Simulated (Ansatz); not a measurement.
TaP:
```xyz
4
Lattice="-1.6551 1.6551 5.6383 1.6551 -1.6551 5.6383 1.6551 1.6551 -5.6383" Properties=species:S:1:pos:R:3 pbc="T T T"
Ta     0.0000     1.6551     5.6312
Ta     0.0000     0.0000     2.8120
P      1.6551     0.0000     4.6982
P      0.0000     0.0000     7.5174
```

Relaxed with PBEsol. Special points in fractions of this cell's reciprocal vectors: Γ (0.000, 0.000, 0.000); X (0.000, 0.000, 0.500); P (0.250, 0.250, 0.250); N (0.000, 0.500, 0.000); M (0.500, 0.500, -0.500); S (0.272, 0.728, -0.272); S0 (-0.272, 0.272, 0.272); R (-0.043, 0.043, 0.500); G (0.500, 0.500, -0.043).

Question: List the band energies nearest the Fermi level at these points for plane-wave PAW PBEsol with spin–orbit coupling (Ansatz code).

Answer: In eV from the Fermi level; about four levels below and three above (degenerate sets whole), none deeper than 8.9 eV; points with the same levels are listed once.

```json
[
 {"k": "Γ", "below": "-1.71 -1.71 -1.61 -1.61", "above": "1.02 1.02 2.01 2.01"},
 {"k": "X", "below": "-1.12 -1.12 -1.00 -1.00", "above": "3.39 3.39 3.50 3.50"},
 {"k": "P", "below": "-1.16 -1.16 -1.03 -0.88", "above": "3.36 3.46 3.46"},
 {"k": "N", "below": "-1.82 -1.82 -0.29 -0.29", "above": "0.13 0.13 1.51 1.51"},
 {"k": "M", "below": "-0.93 -0.93 -0.93 -0.93", "above": "1.47 1.47 1.47 1.47"},
 {"k": "S", "below": "-1.94 -1.87 -0.33 -0.11", "above": "0.06 0.17 1.93"},
 {"k": "R", "below": "-1.15 -1.15 -1.03 -1.03", "above": "3.13 3.13 3.30 3.30"}
]
```

Space group I4_1md. The workflow started from a Materials Project entry (that database holds measured and hypothetical structures alike); the Crystallography Open Database copy checked does not list it. COD files the formula under space group No. 141, so this cell is another polymorph or a model. Its standing as an ambient phase is unchecked. Symmetry was held in the PBEsol relaxation; of distortions, only those at the zone centre were tested. No spin polarisation was allowed. A small band overlap can be real or an error of a semilocal functional. The Fermi level of a semimetal is unsure by some 0.05 eV on such meshes.

Potentials: the earlier of the program's two PAW sets.
